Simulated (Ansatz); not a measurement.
Relaxed-ion elastic tensor of Sr$_{2}$HN in space group R-3m (No. 166; Sr on 6c, H on 3a, N on 3b) in GPa (Voigt order), PBEsol (plane waves, PAW; program Ansatz); density 4.12 g/cm³, 19.17 Å³ per atom.

```
 108  26.7  20.0   0.6   0.0   0.0
26.7   108  20.0  -0.6   0.0   0.0
20.0  20.0  63.8   0.0   0.0   0.0
 0.6  -0.6   0.0  25.4   0.0   0.0
 0.0   0.0   0.0   0.0  25.4   0.6
 0.0   0.0   0.0   0.0   0.6  40.5
```

Task: Is the crystal mechanically stable?

Result: Yes: the smallest eigenvalue of C is 25.3 GPa.

Task: Work out the Voigt, Reuss and Hill averages.

Result: K_V = 45.8, K_R = 42.7, K_H = 44.3; G_V = 32.4, G_R = 30.5, G_H = 31.5 GPa.

Task: Give Young's modulus, Poisson's ratio, Pugh's ratio and the universal anisotropy index.

Result: E = 9KG/(3K + G) = 76.3 GPa; ν = 0.21; K/G = 1.41 (brittle by the Pugh limit of 1.75); A_U = 5G_V/G_R + K_V/K_R − 6 = 0.38.

Task: Estimate the sound speeds and the Debye temperature.

Result: v_l = √((K + 4G/3)/ρ) = 4580 m/s, v_t = √(G/ρ) = 2760 m/s, mean 3060 m/s; Θ = (h/k)(3n/4πV)^(1/3) v_m = 340 K.

Task: Solve the Christoffel equation for the three sound speeds along x, y, z.

Result: Eigenvalues of C_ijkl n_j n_l equal ρv². In km/s, slowest first: x 2.48, 3.14, 5.11; y 2.48, 3.14, 5.11; z 2.48, 2.48, 3.93.

Task: How much does each axis shrink under pressure?

Result: Linear compressibilities β_i = Σ_j S_ij (j = 1 to 3): x 5.6, y 5.6, z 12 per TPa.

The first step of the workflow began from a Materials Project structure, measured or hypothetical; the Crystallography Open Database copy checked does not list it. Whether it is the stable phase at ambient conditions was not checked. The PBEsol relaxation kept the symmetry of its start; whether a distortion lowers the energy is not shown.

Potentials: the later of the program's two PAW sets.
